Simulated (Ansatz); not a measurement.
The cell is an ordered 8-atom cell of Ga₄Sb₃As on the zincblende lattice (Pmm2); cell and atoms were relaxed with r2SCAN. Around As lie 4 Ga at 2.48–2.53 Å; around Ga lie 2 As at 2.53 Å and 2 Sb at 2.64 Å; around Sb lie 4 Ga at 2.63–2.64 Å; around Ga lie 1 As at 2.48 Å and 3 Sb at 2.64–2.67 Å; around Sb lie 4 Ga at 2.63–2.67 Å; around Ga lie 4 Sb at 2.63 Å.

Space group Pmm2 (No. 25). a = 4.261 Å, b = 8.518 Å, c = 6.002 Å, α = 90.00°, β = 90.00°, γ = 90.00°
```
atom  site  symmetry       x       y       z
  As    1a       mm2  0.0000  0.0000  0.0005
  Ga    1c       mm2  0.5000  0.0000  0.7745
  Sb    2h       m..  0.5000  0.7575  0.5001
  Ga    2g       m..  0.0000  0.7637  0.2415
  Sb    1b       mm2  0.0000  0.5000  0.0000
  Ga    1d       mm2  0.5000  0.5000  0.7419
```

3 runs of the plane-wave code Ansatz on this cell differ in the functional (and in the settings that go with it). Levels are in eV from each run's valence top; v1 is the last filled band, c1 the first empty one.

Run A, mean stress +0.3 GPa (compression positive):
```tsv
point	v2	v1	c1	c2
Γ	-0.07	0.00	0.64	1.51
X	-1.58	-1.16	1.55	1.59
S	-2.60	-2.41	2.59	2.61
Y	-0.58	-0.12	1.53	2.24
```

Run B, mean stress +2.2 GPa (compression positive):
```tsv
point	v2	v1	c1	c2
Γ	-0.08	-0.06	0.00	0.95
X	-1.45	-1.07	1.00	1.04
S	-2.42	-2.24	1.99	2.03
Y	-0.52	-0.12	0.94	1.65
```

Run C, mean stress 0.0 GPa (compression positive):
```tsv
point	v2	v1	c1	c2
Γ	-0.07	0.00	0.27	1.17
X	-1.53	-1.12	1.22	1.26
S	-2.52	-2.34	2.23	2.26
Y	-0.56	-0.12	1.16	1.91
```

Problem. Match the runs to PBE, r2SCAN, HSE06.

Solution. A is HSE06, B is PBE, C is r2SCAN. In order of the gap: PBE 0, r2SCAN 0.27, HSE06 0.64 eV. The stress vanishes for r2SCAN, which relaxed the cell.

(Calculated; spin-unpolarised; the phase may be known or hypothetical.)

Spin-orbit coupling is left out, which matters wherever the heavy atoms make up the band edges.

The stress of a hybrid is loosely converged in these runs.

The meshes of the hybrids are coarse, so their gaps aren't converged to the digits shown.
